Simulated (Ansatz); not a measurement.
## MgB: reading a single point

```
CELL_PARAMETERS angstrom
1.72039 2.97980 0.00000
-1.72039 2.97980 0.00000
0.00000 0.00000 4.15804
ATOMIC_POSITIONS crystal
Mg 0.33330 0.33340 0.25000
Mg 0.66660 0.66670 0.75000
B 0.00000 0.00000 0.00000
B 0.00000 0.00000 0.50000
```

Single point in Ansatz 0.2.0 with PBE, no spin polarisation. Cutoff 420 eV, PAW datasets, 9×9×6 Γ-centred k mesh, cold filling (width 0.0555 eV).

Problem. What is the formation energy?

Solution. 0.84 eV an atom against the elements' usual phases (free molecules for gases, crystals otherwise, with no correction for O₂ or N₂), so at this geometry it isn't bound against them. Relaxing would lower it.

Problem. What does the stress say?

Solution. The pressure is 26.5 GPa (compression positive), so with the atoms held at these fractions the cell would first expand. The principal stresses -6.2, 42.9, 42.9 GPa differ, so its shape would change too.

Problem. How is the charge shared?

Solution. Bader charges in e: Mg +1.54, B -1.54. In the mean Mg gives up most and B takes most.

Problem. Metal or insulator?

Solution. It is a metal, with about 1.1 states/eV a cell as the mean within 0.25 eV of the Fermi level, mostly B p (82 %).

Problem. Describe some of the short contacts.

Solution. B–B at 2.08 Å: least valence density 0.48 e/Å³ and ELF 0.69 there. Mg–B at 2.24 Å: least valence density 0.26 e/Å³ and ELF 0.12 there. Both are smooth PAW fields, read partly inside the augmentation spheres.

Origin: a known structure type with other elements, at an estimated volume, so it need not be a known compound. Caveats: atoms or cell far from equilibrium.
